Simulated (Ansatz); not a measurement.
Relaxed candidate structures of MgTe₂:

**A**
```cif
data_Mg2Te4
_chemical_formula_sum 'Te4 Mg2'
_space_group_name_H-M_alt 'P 1'
_space_group_IT_number 1
_cell_length_a 6.44242
_cell_length_b 6.44242
_cell_length_c 6.44242
_cell_angle_alpha 126.452
_cell_angle_beta 126.452
_cell_angle_gamma 79.147
loop_
_space_group_symop_operation_xyz
  'x, y, z'
loop_
_atom_site_label
_atom_site_type_symbol
_atom_site_fract_x
_atom_site_fract_y
_atom_site_fract_z
_atom_site_occupancy
Te1 Te 0.43717 0.93717 0.50000 1
Te2 Te 0.06283 0.56283 0.50000 1
Te3 Te 0.31283 0.31283 0.00000 1
Te4 Te 0.68717 0.68717 0.00000 1
Mg1 Mg 0.75000 0.25000 0.50000 1
Mg2 Mg 0.00000 0.00000 0.00000 1
```

**B**
```
MgTe2
1.0
    4.44731     0.00000     0.00000
    2.19277     5.79145     0.00000
    2.20114     0.31259     7.93272
Mg Te
2 4
Cartesian
  4.43612   0.21984   5.41845
  4.40510   5.88420   2.51427
  2.18337   4.81716   0.99126
  4.41041   4.19767   4.83699
  6.65785   1.28688   6.94146
  4.43081   1.90637   3.09573
```

**C**
```
CELL_PARAMETERS angstrom
      4.12687    -2.04304     0.00000
      4.12687     2.04304     0.00000
     -1.18793     0.00000     5.33858
ATOMIC_POSITIONS crystal
  Mg 0.00000 0.00000 0.00000
  Te 0.74001 0.74001 0.26541
  Te 0.25999 0.25999 0.73459
```

Q: Put the candidates in order of energy per atom, lowest first, for r2SCAN (plane waves to 500 eV, PAW, scalar-relativistic; Ansatz, a program for electronic structure).

A: B (reference), C (+0.10 eV/atom), A (+0.15 eV/atom)

Q: Give each candidate's band gap.

A: No gap: A, C. B: 1.09 eV (no spin-orbit coupling).

The lowest structure calculated, Pa-3, cP12, AFLOW prototype AB2_cP12_205_a_c (C2, as in FeS2), is not among these; it lies 0.13 eV/atom below the lowest of them. Probably no minimum, since a slightly shaken restart fell lower: C2/m, mS6 (by 0.10 eV/atom, to P-1). Each run could gain symmetry but not lose that of its start, so entries can be saddle points. All of these are generated cells (placed on structure types, drawn at random, substituted or restacked) that were not matched to a known phase here. Static energies at zero pressure. No spin polarisation in the result. Spin-orbit coupling is missing; with elements this heavy it can move band edges by tenths of an eV or more.
